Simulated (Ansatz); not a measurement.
Total density of states per atom from DFT-PBE in the program Ansatz with PAW potentials, in 0.25 eV bins, energy from the Fermi level:

```
E (eV) | states/eV/atom
    -7.85 | # 0.08
    -7.60 | # 0.10
    -7.35 | # 0.11
    -7.10 | # 0.12
    -6.85 | # 0.13
    -6.60 | # 0.15
    -6.35 | # 0.17
    -6.10 | ## 0.20
    -5.85 | ## 0.25
    -5.60 | #### 0.44
    -5.35 | ##### 0.64
    -5.10 | ####### 0.87
    -4.85 | ######### 1.16
    -4.60 | ###### 0.80
    -4.35 | ###### 0.69
    -4.10 | ############### 1.84
    -3.85 | ############# 1.57
    -3.60 | ############ 1.54
    -3.35 | ################## 2.26
    -3.10 | ############ 1.46
    -2.85 | ####### 0.86
    -2.60 | ########## 1.20
    -2.35 | ################## 2.25
    -2.10 | ############################ 3.52
    -1.85 | ############################## 3.70
    -1.60 | ##################### 2.57
    -1.35 | ################ 1.92
    -1.10 | ########## 1.20
    -0.85 | ######## 0.98
    -0.60 | ## 0.27
    -0.35 | ## 0.25
    -0.10 | #### 0.48
     0.15 | ######### 1.10
     0.40 | ############# 1.61
     0.65 | ################ 2.03
     0.90 | ############## 1.69
     1.15 | ########## 1.24
     1.40 | ############# 1.65
     1.65 | #### 0.52
     1.90 | ## 0.28
     2.15 | ### 0.36
     2.40 | ### 0.34
     2.65 | ### 0.31
     2.90 | ## 0.29
     3.15 | ## 0.27
     3.40 | ## 0.25
     3.65 | ## 0.24
     3.90 | ## 0.22
     4.15 | ## 0.21
     4.40 | ## 0.19
     4.65 | # 0.18
```

Q: Pick the material that matches.
A. FeCo, CsCl type
B. O, bcc (W type)
C. MgTe, CsCl type
D. As, hcp (Mg type)

A: A, FeCo, CsCl type. Within 0.5 eV of the Fermi level: Fe 3d 55 %, Co 3d 34 %. Projections are on Löwdin-orthogonalised atomic valence shells; empty p or d shells of many metals are not among them.

Space group Pm-3m (CsCl type). Symmetry was held in the PBE relaxation. The final state is ferromagnetic, chosen from 5 collinear starts compared on coarse meshes (ties went to the first, and starts can fall back to one state), not a proven ground state. Textbook magnetic order: ferromagnetic.

Potentials: the later of the program's two PAW sets.
